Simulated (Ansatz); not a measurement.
# 4 guesses for Zr₂NbC₃ and where they end

Computed with DFT PBE, scalar-relativistic, plane waves, PAW (Ansatz). Settings: cutoff 420 eV, Γ-centred meshes spaced at most about 0.3 Å⁻¹, and about 0.25 Å⁻¹ or finer for metals (2π included), Gaussian smearing. No spin polarisation in the final relaxations.

Each guess was relaxed in cell and atoms at zero pressure, within the symmetry of its start. Temperature and zero-point effects are left out. Coordination counts C atoms around Nb and Zr (those within 1.25 times the shortest such distance or 1.15 times the sum of covalent radii, 1.27 where that leaves under three; a plus sign parts nearer from farther groups).

```tsv
guess	made from	start group	V start (Å³/atom)	end group	V end (Å³/atom)	coordination at the end	gap on mesh (eV)	E over the lowest end (meV/atom)
1	LaAl2Ag3 type	Cmmm	14.4	Cmmm	13.6	Zr 6, Nb 2	0	295
2	random cell	P-4m2	16.9	?	?	?	?	?
3	NaH2Pd3 type	Cmmm	12.6	Cmmm	15.9	Zr 5, Nb 2	0	368
4	Li3Tl2Cd type	P4/mmm	14.1	P4/mmm	12.3	Zr 4+4, Nb 8	0	0
```

Guess 2 as it starts:

```cif
data_structure
_symmetry_space_group_name_H-M 'P-4m2'
_symmetry_Int_Tables_number 115
_cell_length_a 3.9811
_cell_length_b 3.9811
_cell_length_c 6.4024
_cell_angle_alpha 90.000
_cell_angle_beta 90.000
_cell_angle_gamma 90.000
_cell_volume 101.47
loop_
_atom_site_label
_atom_site_type_symbol
_atom_site_symmetry_multiplicity
_atom_site_Wyckoff_symbol
_atom_site_fract_x
_atom_site_fract_y
_atom_site_fract_z
_atom_site_occupancy
Zr1 Zr 2 e 0.00000 0.00000 0.31576 1
Nb1 Nb 1 a 0.00000 0.00000 0.00000 1
C1 C 2 g 0.00000 0.50000 0.99158 1
C2 C 1 b 0.50000 0.50000 0.00000 1
```

Question: Fill in the missing row: what does this guess relax into, and where does it rank?

Answer: It ends in space group P-4m2 (No. 115), with a = 3.130 Å, c = 9.536 Å, 15.6 Å³/atom and no gap. It lies 0.39 eV/atom over the lowest end, above guess 3 and so the highest of the set. Counting C atoms around Nb and Zr, this end has Zr 2, Nb 8 and the lowest (guess 4) has Zr 4+4, Nb 8. The lowest (guess 4) holds C–C pairs (shortest 1.61 Å); in this end the shortest C–C distance is 2.29 Å.

```
CELL_PARAMETERS angstrom
3.13018 0.00000 0.00000
0.00000 3.13018 0.00000
0.00000 0.00000 9.53609
ATOMIC_POSITIONS crystal
Zr 0.00000 0.00000 0.32815
Zr 0.00000 0.00000 0.67185
Nb 0.00000 0.00000 0.00000
C 0.00000 0.50000 0.82483
C 0.50000 0.00000 0.17517
C 0.50000 0.50000 0.00000
```

Formation energies are uncorrected and refer to the elements' standard structures at the same level.

Question: Is the lowest end bound against the elements?

Answer: No: its formation energy is +0.25 eV/atom. The separate elements lie lower, so it is unstable against them.

A magnetic state wasn't ruled out in cells without spin, among them P-4m2. The reference form of C is held partly by dispersion forces, which this level lacks. Cells relaxed within their symmetry can be saddle points. A lower structure may well exist outside this small set. Some structure types and database cells were kept out of the candidates from the start, so a known form may be missing.
